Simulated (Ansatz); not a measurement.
# Two states of Cs2KCrF6

```xyz
10
Lattice="0.0000 4.4873 4.4873 4.4873 0.0000 4.4873 4.4873 4.4873 0.0000" Properties=species:S:1:pos:R:3 pbc="T T T"
K     4.4873    4.4873    4.4873
Cr    0.0000    0.0000    0.0000
F     1.9295    4.4873    4.4873
F     4.4873    1.9295    4.4873
F     7.0451    4.4873    4.4873
F     4.4873    7.0451    4.4873
F     4.4873    4.4873    1.9295
F     4.4873    4.4873    7.0451
Cs    2.2437    2.2437    2.2437
Cs    6.7310    6.7310    6.7310
```

The numbers come from plane-wave PAW DFT (Ansatz): r2SCAN, with U_eff = 5.36 eV on Cr d, V = 0.3 eV between Cr d and F p within 2.315 Å (all-electron-ortho-atomic projectors), 500 eV, 5×5×5 Γ-centred k points, fermi-dirac occupations (width 0.1 eV). Nothing was relaxed.

State A: Cr2 up (collinear spin). State B: no moments (no spin polarisation).

**Question.** Compare the two self-consistent states.

**Answer.** State A is lower by 627.9 meV an atom at zero smearing; in free energy at this smearing B lies +607.3 meV an atom from A.

| state | free energy (meV/atom) | largest moment in a small sphere (μB) | net moment (μB/cell) | gap on mesh (eV) | pressure (GPa) | largest force (eV/Å) |
| --- | --- | --- | --- | --- | --- | --- |
| A | 0.0 | 2.45 | 3.00 | 6.08 | 0.6 | 0.04 |
| B | 607.3 | 0.00 | 0.00 | metal | -0.2 | 0.19 |

Origin: a database entry at a rescaled volume. Caveats: odd electron count without spin polarisation, so a magnetic state may lie lower; the Fermi level lies in a narrow band between gaps, which spin or distortion may split.
